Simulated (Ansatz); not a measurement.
YSiNO₂:
Space group P4/mmm (No. 123); a = 3.5780 Å, b = 3.5780 Å, c = 3.6967 Å, α = 90.00°, β = 90.00°, γ = 90.00°

```json
[
 {"atom": "Y", "site": "1b", "symmetry": "4/mmm", "x": "0.0000", "y": "0.0000", "z": "0.5000"},
 {"atom": "Si", "site": "1c", "symmetry": "4/mmm", "x": "0.5000", "y": "0.5000", "z": "0.0000"},
 {"atom": "N", "site": "1d", "symmetry": "4/mmm", "x": "0.5000", "y": "0.5000", "z": "0.5000"},
 {"atom": "O", "site": "2f", "symmetry": "mmm.", "x": "0.0000", "y": "0.5000", "z": "0.0000"}
]
```

Relaxed with r²SCAN.

Tabulate the valence density and the electron localisation function along the shortest Y–N contact (2.53 Å), r²SCAN in the plane-wave PAW code Ansatz.



| distance from Y (Å) | density (e/Å³) | ELF |
|---|---|---|
| 0.25 | 3.22 | 0.60 |
| 0.38 | 3.51 | 0.77 |
| 0.51 | 3.24 | 0.85 |
| 0.63 | 2.51 | 0.87 |
| 0.76 | 1.66 | 0.84 |
| 0.89 | 0.97 | 0.71 |
| 1.01 | 0.55 | 0.41 |
| 1.14 | 0.36 | 0.17 |
| 1.26 | 0.30 | 0.16 |
| 1.39 | 0.33 | 0.33 |
| 1.52 | 0.43 | 0.61 |
| 1.64 | 0.63 | 0.78 |
| 1.77 | 0.95 | 0.83 |
| 1.90 | 1.48 | 0.83 |
| 2.02 | 2.31 | 0.77 |
| 2.15 | 3.14 | 0.59 |
| 2.28 | 3.50 | 0.28 |

The density is the valence pseudo-density with augmentation charge, so density and ELF within about 1 Å of a nucleus are not all-electron values.

The start of the workflow was typed in or built on a structure type; neither database checked (COD, Materials Project) lists it. COD files the formula under space group No. 15, 63, so this cell is another polymorph or a model. Whether it is the stable phase at ambient conditions was not checked. Symmetry was held in the r²SCAN relaxation; whether a distortion lowers the energy is not shown. No spin polarisation was allowed.

Potentials: the earlier of the program's two PAW sets.
